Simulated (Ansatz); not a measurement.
### Question
Name crystals whose computed values (DFT-PBE in the program Ansatz with PAW potentials) fall in these windows: B₀ by P(V) fit (GPa) 49 to 61; G_Hill (GPa) 24 to 31; highest Γ mode, no LO–TO term (cm⁻¹) 170 to 230.

### Answer


| crystal | B₀ by P(V) fit (GPa) | G_Hill (GPa) | highest Γ mode, no LO–TO term (cm⁻¹) |
|---|---|---|---|
| ZnSe, zinc blende | 56.6 | 27.3 | 194 |
Others may fit too.

The cell was relaxed under the symmetry of its start. Scalar-relativistic: spin–orbit coupling is off unless named, which matters more the heavier the elements.

Potentials: the later of the program's two PAW sets.
